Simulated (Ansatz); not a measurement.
NbSiO:
```
NbSiO
1.0
    3.24539     0.00000     0.00000
    0.00000     3.24539     0.00000
    0.00000     0.00000     6.88031
Nb Si O
2 2 2
Direct
  0.00000   0.50000   0.70029
  0.50000   0.00000   0.29971
  0.00000   0.00000   0.00000
  0.50000   0.50000   0.00000
  0.50000   0.00000   0.61026
  0.00000   0.50000   0.38974
```

Relaxed with PBEsol. Special points in fractions of this cell's reciprocal vectors: Γ (0.000, 0.000, 0.000); X (0.000, 0.500, 0.000); M (0.500, 0.500, 0.000); Z (0.000, 0.000, 0.500); R (0.000, 0.500, 0.500); A (0.500, 0.500, 0.500).

**Question.** List the band energies nearest the Fermi level at these points for the program Ansatz at the PBEsol with spin–orbit coupling level (PAW).

**Answer.** In eV from the Fermi level; about four levels below and three above (degenerate sets whole), none deeper than 8.9 eV; points with the same levels are listed once.

```json
[
 {"k": "Γ", "below": "-1.09 -1.09 -0.05 -0.05", "above": "0.02 0.02 0.49 0.49"},
 {"k": "X", "below": "-0.65 -0.65 -0.65 -0.65", "above": "2.19 2.19 2.19 2.19"},
 {"k": "M", "below": "-3.16 -3.16 -3.16 -3.16", "above": "1.16 1.16 1.16 1.16"},
 {"k": "Z", "below": "-3.31 -3.31 -3.31 -3.31 -0.09 -0.09", "above": "0.05 0.05 0.17 0.17"},
 {"k": "R", "below": "-0.25 -0.25 -0.25 -0.25", "above": "1.31 1.31 1.31 1.31"},
 {"k": "A", "below": "-0.08 -0.08 -0.08 -0.08", "above": "1.95 1.95 1.95 1.95"}
]
```

Space group P4/nmm. The start of the workflow was typed in or built on a structure type; neither database checked (COD, Materials Project) lists it. Its standing as an ambient phase is unchecked. The PBEsol relaxation kept the symmetry of its start; whether a distortion lowers the energy is not shown. The workflow began spin-polarised and lost its moments.

Potentials: the later of the program's two PAW sets.
